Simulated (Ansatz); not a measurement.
NaF (rock salt)

```
NaF
1.0
    0.00000     4.59450     4.59450
    2.29725     2.29725     4.59450
    2.29725     2.29725     0.00000
F Na
2 2
Direct
  0.00000   0.00000   0.00000
  0.50000   0.00000   0.00000
  0.00000   0.50000   0.50000
  0.50000   0.50000   0.50000
```

The atoms are displaced by Q × the pattern below (from a DFPT mode at X = (0.5, 0.5, 0.0), largest move 1; Q in Å), at fixed cell. It is one choice among 2 degenerate patterns. (q is in reciprocal vectors of the primitive cell; the cell shown is doubled to hold the pattern.)

```tsv
atom	x	y	z
F1	0.000	-0.910	0.000
F2	0.000	0.910	0.000
Na3	0.000	1.000	0.000
Na4	0.000	-1.000	0.000
```

The numbers are results of r2SCAN (plane waves to 500 eV, PAW, scalar-relativistic; Ansatz, a first-principles code), not measurements. k mesh 12×12×12 (Γ-centred), Fermi-Dirac smearing 0.05 eV. The energy includes the smearing's −TS. NaF was relaxed with its symmetry unable to fall. ΔE is measured from the undisplaced structure.

```tsv
Q (Å)	ΔE (meV/cell)
-0.280	241.6
-0.187	106.0
-0.093	26.2
0.000	0.0
0.093	26.2
0.187	106.0
0.280	241.6
```

Q: Which DFPT wavenumber at X = (0.5, 0.5, 0.0) belongs to this mode?
A) 145 cm⁻¹
B) 264 cm⁻¹
C) 298 cm⁻¹

A: A, 145 cm⁻¹. The curvature of the scan gives 145 cm⁻¹

(For displaced atoms, the force is minus the slope of the energy, and its curvature is a force constant, which sets phonon frequencies.)
